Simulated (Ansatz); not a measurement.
BAs:
```yaml
crystal:
  lattice:
    - [0.00000, 2.38389, 2.38389]
    - [2.38389, 0.00000, 2.38389]
    - [2.38389, 2.38389, 0.00000]
  atoms:
    - { symbol: B, position: [0.75000, 0.75000, 0.75000] }
    - { symbol: As, position: [0.00000, 0.00000, 0.00000] }
```

x, y and z are the axes in which the lattice vectors are written.

Problem. Give the high-frequency dielectric tensor and the Born effective charge tensors of the independent atoms from DFPT, DFT-PBEsol in the program Ansatz with PAW potentials.

Solution. 
ε∞:
```
9.87  0.00  0.00
0.00  9.87  0.00
0.00  0.00  9.87
```
Z* of atom 1 (B), rows: field, columns: displacement, in e:
```
-0.49   0.00   0.00
 0.00  -0.49   0.00
 0.00   0.00  -0.49
```
Z* of atom 2 (As), rows: field, columns: displacement, in e:
```
0.49  0.00  0.00
0.00  0.49  0.00
0.00  0.00  0.49
```

Space group F-43m (zinc blende). The cell was relaxed with PBEsol under the symmetry of its start. Scalar-relativistic: spin–orbit coupling is off unless named, which matters more the heavier the elements.

Potentials: the earlier of the program's two PAW sets. The files were generated under PBE; for other functionals the program regenerates the frozen cores, and for LDA and PBEsol the local potential too.
